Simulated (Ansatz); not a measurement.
SrO:
```
SrO
1.0
    0.00000     2.57992     2.57992
    2.57992     0.00000     2.57992
    2.57992     2.57992     0.00000
Sr O
1 1
Direct
  0.00000   0.00000   0.00000
  0.50000   0.50000   0.50000
```

Relaxed with r²SCAN. r²SCAN (plane waves, PAW; program Ansatz) gives a gap of 3.80 eV.

Question: What gap does HSE06 give on the same cell (Ansatz, PAW)?

Answer: 4.79 eV, 0.99 eV more. The hybrid was solved on a coarser mesh and at special points; its gap is the smallest among all of these.

```tsv
k	v1 r²SCAN	c1 r²SCAN	v1 HSE06	c1 HSE06
Γ	0.00	4.59	…	…
X	-0.08	3.80	-0.10	4.79
L	-1.08	7.11	…	…
W	-0.41	6.56	…	…
K	-0.45	5.31	…	…
```

Question: Top valence (v1) and lowest conduction level (c1) in eV from each method's valence maximum (which need not be a listed point): supply the withheld HSE06 values.

Answer: 
- W, v1 HSE06: -0.44
- W, c1 HSE06: 7.63
- K, v1 HSE06: -0.49
- K, c1 HSE06: 6.34
- Γ, v1 HSE06: 0.00
- Γ, c1 HSE06: 5.41
- L, v1 HSE06: -1.15
- L, c1 HSE06: 8.24

Cost on shared cores: the r²SCAN run (SCF on a 9×9×9 mesh, then bands and DOS) around 12 core-seconds (rough), the HSE06 run (SCF on 7×7×7, then a few points) around 60 core-seconds (rough); the tasks are unlike.

Space group Fm-3m (rock salt). The r²SCAN relaxation kept the symmetry of its start; phonons on a q-mesh show no instability. Scalar-relativistic: spin–orbit coupling is off unless named, which matters more the heavier the elements.

Potentials: the later of the program's two PAW sets.
